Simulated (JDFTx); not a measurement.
An input for JDFTx (a modified build) (C4H9O2 (SMILES [CH2]OCCOC), charge 0, multiplicity 2, linear PCM (GLSSA13), carbon disulfide, no salt; bohr, hartree) and the course of its log:

```
lattice \
  27.8734603382 0.0000000000 0.0000000000 \
  0.0000000000 21.2594189020 0.0000000000 \
  0.0000000000 0.0000000000 20.3145558397
coords-type Cartesian
ion C -5.1737137240 -1.3991754112 -0.2416244077 0
ion O -2.7754539756 -1.0552284625 0.6203933059 0
ion C -1.4814620487 1.0507935269 -0.3530275088 0
ion C 1.2678092419 0.9430864554 0.5018561343 0
ion O 2.6319196373 -0.5921937123 -1.1849335857 0
ion C 5.1433589157 -0.9894710622 -0.4320999590 0
ion H -6.1404789863 0.1304725420 -1.1647618060 0
ion H -6.1842393331 -2.8628944606 0.7233826456 0
ion H -2.3709427044 2.8008186257 0.3337191538 0
ion H -1.5366257534 1.0414197052 -2.4266351095 0
ion H 1.3464480995 0.1621853321 2.4266351095 0
ion H 2.0738066798 2.8628944606 0.5326033240 0
ion H 6.1842393331 0.8009154620 -0.3092968071 0
ion H 6.0029406368 -2.1856274927 -1.8658759453 0
ion H 5.2376049251 -1.9391956597 1.4082474120 0
ion-species pseudo/c_pbe_v1.2.upf
ion-species pseudo/o_pbe_v1.2.upf
ion-species pseudo/h_pbe_v1.4.upf
core-overlap-check none
elec-cutoff 20 100
elec-ex-corr gga-PBE
symmetries none
elec-n-bands 19
spintype z-spin
elec-initial-magnetization 1 yes
electronic-scf nIterations 100 energyDiffThreshold 1e-08
fluid LinearPCM
pcm-variant GLSSA13
fluid-solvent CarbonDisulfide
fluid-minimize nIterations 400 knormThreshold 1e-11
wavefunction read s0.wfns 22
dump-name s5.$VAR
dump End State Ecomponents EigStats BandEigs Forces ElecDensity IonicPositions FluidDebug
```

```
[one cycle in 5 is shown, and the last three; fluid-solver lines are left out]
SCF: Cycle:  0   Etot: -49.416966648484241   dEtot: +1.081e+01   |Residual|: 1.057e+00   |deigs|: 1.542e-01
SCF: Cycle:  5   Etot: -60.216103683278881   dEtot: -1.622e-02   |Residual|: 1.098e-01   |deigs|: 1.463e-02
SCF: Cycle: 10   Etot: -59.844032354857781   dEtot: +1.316e-01   |Residual|: 2.445e-01   |deigs|: 1.520e-02
SCF: Cycle: 15   Etot: -59.990800408857055   dEtot: -1.610e-03   |Residual|: 2.255e-01   |deigs|: 2.563e-03
SCF: Cycle: 20   Etot: -60.116484234225098   dEtot: -6.922e-02   |Residual|: 1.752e-01   |deigs|: 1.567e-02
SCF: Cycle: 25   Etot: -60.226482637763013   dEtot: -2.212e-03   |Residual|: 5.500e-02   |deigs|: 6.782e-03
SCF: Cycle: 30   Etot: -59.935886699994775   dEtot: -3.301e-01   |Residual|: 2.432e-01   |deigs|: 1.907e-02
SCF: Cycle: 35   Etot: -59.978660360797790   dEtot: +5.750e-03   |Residual|: 1.977e-01   |deigs|: 2.431e-03
SCF: Cycle: 40   Etot: -60.144134673467057   dEtot: -8.830e-02   |Residual|: 2.128e-01   |deigs|: 2.245e-02
SCF: Cycle: 45   Etot: -60.227323330171970   dEtot: -2.419e-04   |Residual|: 4.183e-02   |deigs|: 2.710e-03
SCF: Cycle: 50   Etot: -59.896655406964939   dEtot: -3.040e+00   |Residual|: 2.482e-01   |deigs|: 7.190e-02
SCF: Cycle: 55   Etot: -57.377558366391284   dEtot: +2.593e+00   |Residual|: 6.855e-01   |deigs|: 4.649e-02
SCF: Cycle: 60   Etot: -60.045637069212539   dEtot: -3.009e-02   |Residual|: 3.478e-02   |deigs|: 1.259e-02
SCF: Cycle: 65   Etot: -60.217887338328296   dEtot: -8.264e-03   |Residual|: 1.099e-01   |deigs|: 9.745e-03
SCF: Cycle: 70   Etot: -59.455422154118537   dEtot: -6.968e-01   |Residual|: 3.554e-01   |deigs|: 2.906e-02
SCF: Cycle: 75   Etot: -54.537260112491140   dEtot: +1.872e+00   |Residual|: 8.941e-01   |deigs|: 4.362e-02
SCF: Cycle: 80   Etot: -59.984996730163559   dEtot: -4.007e-01   |Residual|: 1.072e-01   |deigs|: 2.083e-02
SCF: Cycle: 85   Etot: -60.223519717468555   dEtot: -5.490e-03   |Residual|: 8.884e-02   |deigs|: 5.323e-03
SCF: Cycle: 90   Etot: -57.498475726527381   dEtot: +2.730e+00   |Residual|: 6.737e-01   |deigs|: 3.073e-02
SCF: Cycle: 95   Etot: -59.969427794522737   dEtot: +1.429e-02   |Residual|: 2.201e-01   |deigs|: 6.354e-03
SCF: Cycle: 97   Etot: -59.959977466273266   dEtot: +7.026e-03   |Residual|: 2.193e-01   |deigs|: 1.016e-03
SCF: Cycle: 98   Etot: -59.956471939324061   dEtot: +3.506e-03   |Residual|: 2.181e-01   |deigs|: 7.097e-04
SCF: Cycle: 99   Etot: -59.967471489127163   dEtot: -1.100e-02   |Residual|: 2.122e-01   |deigs|: 3.657e-03
SCF: None of the convergence criteria satisfied after 100 iterations.
IonicMinimize: Iter:   0  Etot: -59.967471489127163  |grad|_K:  0.000e+00
IonicMinimize: Converged (|grad|_K<1.000000e-04).
```

This run gave no converged result. The electronic loop ended without meeting its threshold, so the last energy, chemical potential and forces aren't results.
